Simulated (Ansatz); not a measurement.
Input and command of a calculation in Ansatz (plane waves; scalar-relativistic PAW potentials unless the input names others):

```yaml
crystal:
  lattice:
    - [0.0, 2.1021391087, 2.1021391087]
    - [2.1021391087, 0.0, 2.1021391087]
    - [2.1021391087, 2.1021391087, 0.0]
  atoms:
    - { symbol: B, position: [0.0, 0.0, 0.0] }
    - { symbol: P, position: [0.75, 0.75, 0.75] }
basis:
  ecutwfc: 420
kpoints:
  mp_grid: { grid: [12, 12, 12] }
hamiltonian:
  xc: lda
  pseudopotentials: { kind: paw, source: ansatz }
scf:
  occupations: { method: fixed }
output:
  forces: true
  eigenvalues: true
  stress: true
```

```bash
ansatz run input.yaml --threads 1 --pin off --max-ram 3072MiB --backend cpu --events-out ev --progress --plain --runs-dir out
```

Abridged log:
```
Warning: basis.ecutwfc = 420 eV is below the records' recommended 710 eV, and the density's cutoff is lower with it unless basis.ecutrho_ratio is high enough to keep the records' density cutoff: compare with a run at a higher cutoff
Pseudopotentials: kind: paw
Pseudopotential: B, paw, valence charge 3, recommended cutoff 710 eV (normal)
Pseudopotential: P, paw, valence charge 5, recommended cutoff 600 eV (normal)
Functional definition: SPW92
Crystal: 2 atoms, lattice volume = 18.579 Å³
Basis set: ecut = 420 eV, 339 PW (Γ)
Bands: 8, of which v1, the nominal top of the filled ones, is band 4 counted from 1 (3 counted from 0)
Symmetry: 24 space group operations
Space group: F-43m (ITA 216), of the structure as read, at distance tolerance 2.6e-5 Å
k-points: 72 of 1728 (time reversal used)
Initial density: superposition of atomic densities (chi_scale 0.1, normalization cell, long waves kept (reshape's long-wave potential 0.00 eV rms))
Initial wavefunctions: pseudopotential atomic-orbital guess
Functional: x = slater, c = lda
SCF iter   1: F=—  HF=-877.363140 eV  |F-HF|=—  |Δ(HF+E_count)|=         —  Δρ=1.34e-1  dr2=3.51e0  ethr=3.10e-3  ⟨swp⟩=4.2  Hψ=4156  notcnv=0  defer=123
SCF iter   2: F=—  HF=-876.072683 eV  |F-HF|=—  |Δ(HF+E_count)|=    1.29e0  Δρ=3.51e-2  dr2=1.63e-1  ethr=3.10e-3  ⟨swp⟩=2.9  Hψ=1689  notcnv=0  defer=124
SCF iter   3: F=—  HF=-876.008650 eV  |F-HF|=—  |Δ(HF+E_count)|=   6.40e-2  Δρ=1.11e-2  dr2=1.34e-2  ethr=2.04e-3  ⟨swp⟩=3.0  Hψ=1015  notcnv=0  defer=135
SCF iter   4: F=—  HF=-876.004300 eV  |F-HF|=—  |Δ(HF+E_count)|=   4.35e-3  Δρ=1.75e-3  dr2=2.49e-4  ethr=1.67e-4  ⟨swp⟩=3.0  Hψ=1008  notcnv=0  defer=140
SCF iter   5: F=—  HF=-876.004229 eV  |F-HF|=—  |Δ(HF+E_count)|=   7.09e-5  Δρ=4.61e-5  dr2=1.83e-7  ethr=3.12e-6  ⟨swp⟩=2.3  Hψ=760  notcnv=0  defer=140
SCF iter   6: F=—  HF=-876.004228 eV  |F-HF|=—  |Δ(HF+E_count)|=   1.31e-6  Δρ=1.12e-5  dr2=1.03e-8  ethr=1.25e-9  ⟨swp⟩=7.2  Hψ=3900  notcnv=0
SCF iter   7: F=-876.004228 eV  HF=-876.004228 eV  |F-HF|=9.25e-11  |Δ(HF+E_count)|=   2.40e-9  Δρ=9.59e-7  dr2=1.58e-10  ethr=1.28e-10  ⟨swp⟩=1.9  Hψ=1859  notcnv=0
SCF 1 converged in 7 iterations: F = -876.004228 eV  dr2 = 1.58e-10
SCF converged after 7 iterations
Free energy (F): -876.004228 eV
Harris-Foulkes:  -876.004228 eV  (|F-HF|=9.25e-11)
Internal energy: -876.004228 eV  (E = F + TS)
E sigma→0 (E₀):  -876.004228 eV
Fermi energy:    12.414227 eV
--- Forces (eV/Å), atoms counted from 1 ---
  atom   1  B      0.00000000     0.00000000     0.00000000
  atom   2  P      0.00000000     0.00000000     0.00000000
--- Stress (GPa, compression-positive) ---
       50.533802       0.000000       0.000000
        0.000000      50.533802       0.000000
        0.000000       0.000000      50.533802
  P = ⅓ Tr σ = 50.5338 GPa (505.338 kbar)
```

Apart from outputs, empty bands and the relaxation, which only the reference makes, the input differs from a reference run on usual settings in hamiltonian.pseudopotentials: not typed → {"kind": "paw", "source": "ansatz"}. The reference, at the same geometry, ended its own course with pressure 49.99 GPa, largest force 0.000 eV/Å, gap on the mesh 0.85 eV. This run converged in 7 SCF iterations with a total energy on another zero, pressure 50.53 GPa, largest force 0.000 eV/Å, gap on the mesh 0.85 eV. Its cutoff is looser than usual. The Hamiltonian differs as well, so the change in the result can't be put down to that alone.

The run took 1.2 s on 1 thread of Arm Neoverse V2, with other jobs on the host, peak memory 0.24 GiB.